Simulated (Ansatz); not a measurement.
An elastic tensor (GPa, Voigt order, standard axes) from the program Ansatz at the PBEsol level (PAW):

```
15.3   8.9   8.9   0.0   0.0   0.0
 8.9  15.3   8.9   0.0   0.0   0.0
 8.9   8.9  15.3   0.0   0.0   0.0
 0.0   0.0   0.0   7.6   0.0   0.0
 0.0   0.0   0.0   0.0   7.6   0.0
 0.0   0.0   0.0   0.0   0.0   7.6
```

Problem. Which of these materials gives this?
A. Cs2SnI6, Fm-3m (Cs on 8c, Sn on 4a, I on 24e)
B. SrO, rock salt
C. TiFe, CsCl type
D. LaFeO3, cubic perovskite

Solution. A, Cs2SnI6, Fm-3m (Cs on 8c, Sn on 4a, I on 24e)

The cell was relaxed with PBEsol under the symmetry of its start. As this level gives no gap, shear constants depend on the k-mesh and smearing (Fermi–Dirac, 0.1 eV here). Scalar-relativistic: spin–orbit coupling is off unless named, which matters more the heavier the elements.

Potentials: the later of the program's two PAW sets.
